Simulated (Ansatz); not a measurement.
NbN (rock salt)

```
NbN
1.0
    0.00000     2.21059     2.21059
    2.21059     0.00000     2.21059
    2.21059     2.21059     0.00000
N Nb
1 1
Direct
  0.00000   0.00000   0.00000
  0.50000   0.50000   0.50000
```

The slice is a {100} plane (indices of the conventional cell) through the point (0.000, 0.000, 0.000) (fractional), spanned by u = [100] and v = [0 1 -1] in vectors of this cell: u (3.13 Å) and v (3.13 Å, at 90° to u). It covers one period; positions are fractions (u, v).

Calculation: PBE (plane waves to 420 eV, PAW, scalar-relativistic; Ansatz, a program for electronic structure). k mesh 18×18×18. Near the nuclei the fields are pseudised (PAW); where an atom keeps semicore shells as valence, they peak there. NbN is run without spin polarisation. NbN was relaxed with its symmetry unable to fall. The PAW data are Ansatz's earlier set. This is a high-temperature form of NbN.

Question: What is the ELF at the density minimum of the shortest N–Nb line in this plane (2.21 Å)?

Answer: 0.2.

Question: What is the valence density on the shortest N–Nb line in this plane (2.21 Å), at its minimum between the atoms?

Answer: 0.53 e/Å³.

Question: Sketch the valence electron density on this plane as a map.

Answer: 
```
|%%%%%%##++==::..          ..::==++##%%%%|
|%%%%##**++--::....      ....::--++**##%%|
|####**++==--::..............::--==++**##|
|**++++==--::::::----==----::::::--==++++|
|====----::::--==++******++==--::::----==|
|::::::::::--==**##%%%%%%##**==--::::::::|
|........::==**##%%@@@@@@%%##**==::......|
|    ....--++##%%@@@@@@@@@@%%##++--....  |
|      ..--**%%@@@@@@@@@@@@@@%%**--..    |
|      ..==**%%@@@@@@@@@@@@@@%%**==..    |
|      ..--**%%@@@@@@@@@@@@@@%%**--..    |
|    ....--++##%%@@@@@@@@@@%%##++--....  |
|........::==**##%%@@@@@@%%##**==::......|
|::::::::::--==**##%%%%%%##**==--::::::::|
|====----::::--==++******++==--::::----==|
|**++++==--::::::----==----::::::--==++++|
|####**++==--::..............::--==++**##|
|%%%%##**++--::....      ....::--++**##%%|
|%%%%%%##++==::..          ..::==++##%%%%|
|%%%%%%##**==::..          ..::==**##%%%%|
```
Scale: ten equal steps from -0.66 (start of ' ') to 0.71 (end of '@'), in the order ' .:-=+*#%@'. Values: log₁₀ of the valence density in e/Å³. The map has 20 points along u (two characters each, u = 0 at the left) and 20 along v (v = 0 in the bottom row). The scale is logarithmic, as a density can span decades between atoms and voids.
